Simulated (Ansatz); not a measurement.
# Ti2CdClO3, a known structure type with other elements, at an estimated volume

```
CELL_PARAMETERS angstrom
3.63539 0.00000 0.00000
-1.81769 3.14834 0.00000
0.00000 0.00000 17.44042
ATOMIC_POSITIONS crystal
Cd 0.66667 0.33333 0.75000
Cd 0.33333 0.66667 0.25000
Ti 0.33333 0.66667 0.60842
Ti 0.66667 0.33333 0.10842
Ti 0.33333 0.66667 0.89158
Ti 0.66667 0.33333 0.39158
Cl 0.00000 0.00000 0.50000
Cl 0.00000 0.00000 0.00000
O 0.66667 0.33333 0.63530
O 0.33333 0.66667 0.13530
O 0.66667 0.33333 0.86470
O 0.33333 0.66667 0.36470
O 0.33333 0.66667 0.75000
O 0.66667 0.33333 0.25000
```

Single point in Ansatz 0.2.0 with PBE, no spin polarisation. Cutoff 420 eV, PAW datasets, 11×11×2 Γ-centred k mesh, fermi-dirac filling (width 0.1 eV).

Question: What does the stress say?

Answer: The pressure is 3.9 GPa (compression positive), so with the atoms held at these fractions the cell would first expand; the forces are large, so a full relaxation may end otherwise. The principal stresses -2.8, -2.8, 17.4 GPa differ, so its shape would change too.

Question: Is it stable against the elements?

Answer: -1.31 eV an atom against the elements' usual phases (free molecules for gases, crystals otherwise, with no correction for O₂ or N₂), so it is bound against them; other compounds may still compete. Relaxing would lower it.

Question: Describe some of the short contacts.

Answer: Cd–O at 2.00 Å: least valence density 0.75 e/Å³ and ELF 0.16 there. Ti–O at 2.15 Å: least valence density 0.45 e/Å³ and ELF 0.17 there. Cl–Ti at 2.83 Å: least valence density 0.15 e/Å³ and ELF 0.08 there. Both are smooth PAW fields, read partly inside the augmentation spheres.

Question: Which atom feels the largest force, and which way?

Answer: The largest is on O10 (and as large on other atoms): 4.48 eV/Å, components (0.00, 0.00, -4.48). It makes 180° with the line to a nearest neighbour, Cd2 at 2.00 Å, pointing away from it.

Question: Is there a gap?

Answer: It is a metal, with about 23 states/eV a cell as the mean within 0.25 eV of the Fermi level, mostly Ti d (91 %).

Origin: a known structure type with other elements, at an estimated volume, so it need not be a known compound. Caveats: many states at the Fermi level without spin polarisation, so a magnetic state may lie lower; correlation that this level lacks may open a gap in such a compound; atoms or cell far from equilibrium.
